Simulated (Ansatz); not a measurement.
ScC:
```yaml
crystal:
  lattice:
    - [0.00000, 2.34023, 2.34023]
    - [2.34023, 0.00000, 2.34023]
    - [2.34023, 2.34023, 0.00000]
  atoms:
    - { symbol: Sc, position: [0.00000, 0.00000, 0.00000] }
    - { symbol: C, position: [0.50000, 0.50000, 0.50000] }
```

Relaxed with PBE. Special points in fractions of this cell's reciprocal vectors: Γ (0.000, 0.000, 0.000); X (0.500, 0.000, 0.500); U (0.625, 0.250, 0.625); K (0.375, 0.375, 0.750); L (0.500, 0.500, 0.500); W (0.500, 0.250, 0.750).

Task: List the band energies nearest the Fermi level at these points for the program Ansatz at the PBE level (PAW).

Result: In eV from the Fermi level; about four levels below and three above (degenerate sets whole), none deeper than 8.9 eV; points with the same levels are listed once.

```json
[
 {"k": "Γ", "below": "–", "above": "2.12 2.12 2.12"},
 {"k": "X", "below": "-8.57 -1.78", "above": "0.79 0.84 0.84"},
 {"k": "U", "below": "-8.19 -1.62 -1.61 -0.16", "above": "3.21 5.49 5.84"},
 {"k": "L", "below": "-7.74 -3.67 -0.97 -0.97", "above": "5.24 5.24 5.85"},
 {"k": "W", "below": "-8.14 -1.36 -1.36 -1.02", "above": "4.54 4.54 5.88"}
]
```

Space group Fm-3m (rock salt). The first step of the workflow began from a Materials Project structure, measured or hypothetical; the Crystallography Open Database copy checked does not list it. Whether it is the stable phase at ambient conditions was not checked. Symmetry was held in the PBE relaxation; whether a distortion lowers the energy is not shown. The run is not spin-polarised.

Potentials: the later of the program's two PAW sets.
